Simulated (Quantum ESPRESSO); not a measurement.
LuCuS2 (space group P3m1, No. 156) has an indirect gap of 1.17 eV with PBEsol (Quantum ESPRESSO, PseudoDojo norm-conserving, 100 Ry, scalar-relativistic). After an isotropic strain (on all lattice vectors, atoms relaxed) the gap is indirect, 1.12 eV.

Q: Which strain was applied?
(A) +2 %
(B) -0.7 %
(C) -1.5 %
(D) -3 %
(E) +1 %

A: B, -0.7 %. Gaps found: -3 %: 0.91 eV (indirect); -1.5 %: 1.05 eV (indirect); -0.7 %: 1.12 eV (indirect); 0 %: 1.17 eV (indirect); 1 %: 1.25 eV (indirect); 2 %: 1.32 eV (indirect).

The structure is a Materials Project entry; no match was found in the copy of COD used, and its stability was not checked.
